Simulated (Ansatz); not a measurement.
The relaxed structure here is a generated cell of NbP: the first start was made by a random draw of sites in a space group, and the end was not matched to a known phase here, so it may be hypothetical.

One starting cell of NbP (a randomly generated symmetric cell of NbP (space group No. 38)) was relaxed twice with Ansatz (plane waves, PAW, scalar-relativistic): with PBEsol at 420 eV and with PBE at 420 eV. The PBEsol result:

```
CELL_PARAMETERS angstrom
      3.29164     0.00000     0.00000
     -1.64582     2.85064     0.00000
      0.00000     0.00000     3.32249
ATOMIC_POSITIONS crystal
  Nb 0.33333 0.66667 0.00000
  P  0.66667 0.33333 0.50000
```

| quantity | PBEsol | PBE |
|---|---|---|
| space group | P-6m2 | P-6m2 |
| volume (Å³/atom) | 15.59 | … |
| a (Å) | 3.292 | … |
| c (Å) | 3.322 | … |
| gap (eV, no spin-orbit coupling) | 0.00 | … |

Task: Fill in the PBE column.

Result: 
- volume (Å³/atom), PBE: 16.04
- a (Å), PBE: 3.330
- c (Å), PBE: 3.341
- gap (eV, no spin-orbit coupling), PBE: 0.00

Both levels end in the same structure; PBE's volume is 2.9 % larger. Neither column is exact.

No spin polarisation in the result.

The run could not lose the symmetry of its start; a randomly shaken copy of 4 atoms returns to this structure.

Ansatz is a quantum-chemistry and plane-wave program.
